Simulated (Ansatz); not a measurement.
In2TeO2:
```
In2TeO2
1.0
    3.74241     0.00000     0.00000
   -1.87120     3.24102     0.00000
    0.00000     0.00000     7.18693
In Te O
2 1 2
Direct
  0.66667   0.33333   0.80821
  0.33333   0.66667   0.19179
  0.00000   0.00000   0.50000
  0.66667   0.33333   0.11918
  0.33333   0.66667   0.88082
```

Relaxed with PBEsol. Special points in fractions of this cell's reciprocal vectors: Γ (0.000, 0.000, 0.000); M (0.500, 0.000, 0.000); K (0.333, 0.333, 0.000); A (0.000, 0.000, 0.500); L (0.500, 0.000, 0.500); H (0.333, 0.333, 0.500).

**Question.** List the band energies nearest the Fermi level at these points for plane-wave PAW PBEsol (Ansatz code).

**Answer.** In eV from the Fermi level; about four levels below and three above (degenerate sets whole), none deeper than 8.9 eV; points with the same levels are listed once.

```json
[
 {"k": "Γ", "below": "-3.32 -3.32 -2.56 -2.02", "above": "0.46 0.46 2.61"},
 {"k": "M", "below": "-2.86 -2.35 -0.73 -0.61", "above": "2.30 3.46 4.60"},
 {"k": "K", "below": "-4.83 -4.83 -2.52 -2.52 -1.55", "above": "1.25 1.25 4.23"},
 {"k": "A", "below": "-4.22 -4.22 -3.32 -3.32", "above": "0.47 0.47 0.63"},
 {"k": "L", "below": "-3.95 -1.75 -0.74 -0.32", "above": "2.12 3.18 4.48"},
 {"k": "H", "below": "-3.82 -3.82 -3.64 -3.64 -1.80", "above": "1.24 1.24 4.68"}
]
```

Space group P-3m1. The start of the workflow was typed in or built on a structure type; neither database checked (COD, Materials Project) lists it. Its standing as an ambient phase is unchecked. Symmetry was held in the PBEsol relaxation; its stability against distortions is not shown here. Spin–orbit coupling is left out wherever it is not named.

Potentials: the earlier of the program's two PAW sets. The files were generated under PBE; for other functionals the program regenerates the frozen cores, and for LDA and PBEsol the local potential too.
